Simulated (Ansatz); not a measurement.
ZrC:
```xyz
6
Lattice="4.6189 0.0000 0.0000 0.0000 4.6189 0.0000 0.0000 0.0000 4.6189" Properties=species:S:1:pos:R:3 pbc="T T T"
Zr     0.0000     2.3094     2.3094
Zr     2.3094     0.0000     2.3094
Zr     2.3094     2.3094     0.0000
C      2.3094     0.0000     0.0000
C      0.0000     2.3094     0.0000
C      0.0000     0.0000     2.3094
```

Relaxed with r²SCAN. Special points in fractions of this cell's reciprocal vectors: Γ (0.000, 0.000, 0.000); X (0.000, 0.500, 0.000); M (0.500, 0.500, 0.000); R (0.500, 0.500, 0.500).

Task: List the band energies nearest the Fermi level at these points for r²SCAN (plane waves, PAW; program Ansatz).

Result: In eV from the Fermi level; about four levels below and three above (degenerate sets whole), none deeper than 8.9 eV; points with the same levels are listed once.

```json
[
 {"k": "Γ", "below": "-1.58 -1.58 -1.58 -0.85 -0.85 -0.85", "above": "0.35 0.35 0.35"},
 {"k": "X", "below": "-0.53 -0.53 -0.48 -0.12", "above": "0.04 0.04 1.62 1.62"},
 {"k": "M", "below": "-1.36 -1.36 -0.90 -0.01", "above": "0.86 0.86 1.93"},
 {"k": "R", "below": "-4.21 -4.21 -4.21 -3.29 -3.29 -3.29", "above": "0.33 0.33 0.33"}
]
```

Space group Pm-3m. The start of the workflow was typed in or built on a structure type; neither database checked (COD, Materials Project) lists it. It is not the phase usual at ambient conditions (space group No. 225). Symmetry was held in the r²SCAN relaxation; whether a distortion lowers the energy is not shown. The run is not spin-polarised. The volume moved by 17 % from the start of the relaxation. Its formation energy is positive at this level, so the cell may be metastable or incomplete. Spin–orbit coupling is left out wherever it is not named.

Potentials: the earlier of the program's two PAW sets.
